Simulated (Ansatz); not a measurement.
## Zone-centre phonons of Cu: input and output

Theory: DFT LDA, scalar-relativistic, plane waves, PAW (Ansatz).

Launched with:
```bash
ansatz run input.yaml --threads 1 --pin off --max-ram 3072MiB --backend cpu --events-out ev --progress --plain --runs-dir out
```

Input (bare energies are in eV):
```yaml
crystal:
  lattice:
    - [2.4850514416, 0.0, 0.0]
    - [-1.2425257208, 2.1521176782, 0.0]
    - [0.0, 0.0, 4.0768797417]
  atoms:
    - { symbol: Cu, position: [0.3333333333, 0.6666666667, 0.25] }
    - { symbol: Cu, position: [0.6666666667, 0.3333333333, 0.75] }
basis:
  ecutwfc: 420
kpoints:
  mp_grid: { grid: [18, 18, 10] }
hamiltonian:
  xc: lda
scf:
  occupations: { method: fermi_dirac, width: 0.15 }
output:
  eigenvalues: true
phonons:
  method: dfpt
  eigenvectors: true
```

Results section of the output:
```
--- Phonons (Γ-DFPT): 2 representative perturbations + reference, on 546 of 3240 k-points (Σ response iterations 7) ---
  k mesh reduced under 4 symmetry operations, with k and −k counted as one. Each operation leaves every solved displacement unchanged or reverses it
  ASR residual: 2.983e-4 → 0.000e0 eV/Å²; symmetrization residual: 1.826e-12 eV/Å²
  ASR residual per site (eV/Å²): 2.98e-4 2.98e-4
  Γ frequencies (cm⁻¹): 0.00 0.00 0.00 114.28 114.28 270.97
  non-analytic LO–TO correction: not included (Born effective charges unavailable; polar crystals: no LO–TO splitting at Γ)
```

It took 30 s on 1 thread of AMD EPYC 9R45 96-Core Processor (Zen 5), with other jobs on the host, peak memory 1.2 GiB.

In a metal, frequencies and elastic constants depend on the k mesh and the smearing, soft modes and shear constants most.

This form isn't the element's structure at ambient conditions.